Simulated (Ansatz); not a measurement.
# Property card for Tc

Tc (bcc (W type), Im-3m), a = b = c = 3.080 Å, α = β = γ = 90.00°; the cell used has 1 atom.

Space group Im-3m (No. 229), bcc (W type); conventional cell a = 3.080 Å, b = 3.080 Å, c = 3.080 Å, α = 90.00°, β = 90.00°, γ = 90.00°.

Method: PBE in the plane-wave PAW code Ansatz. The cell and atoms are relaxed at this level. Other levels are named where they apply.

**Cell and energy**

- Volume per atom = 14.61 Å³
- Density = 11.12 g/cm³

**Electronic structure**

* **Electronic character**: metallic (no gap)
* **Density of states at the Fermi level**: 1.5 states/eV per atom (mean over ±0.08 eV)
* **Gap with spin–orbit coupling**: none (metallic)

**Mechanics**

- Bulk modulus (Birch–Murnaghan fit) = 293 GPa
- Pressure derivative B′ = 4.6
- Elastic constants (relaxed ions, GPa) = C11 = 275, C12 = 302, C44 = 120
- Mechanical stability = unstable (C has a negative eigenvalue)

The cell is a constructed one: a structure type filled with these elements; neither database checked (COD, Materials Project) lists it. It is not the phase usual at ambient conditions (space group No. 194). Symmetry was held in the PBE relaxation. No spin polarisation was allowed. As this level gives no gap, shear constants depend on the k-mesh and smearing (Fermi–Dirac, 0.1 eV here). On the denser mesh and wider smearing of the elastic run this cell carries a stress of 0.3 GPa. Spin–orbit coupling is left out wherever it is not named.

Potentials: the later of the program's two PAW sets.
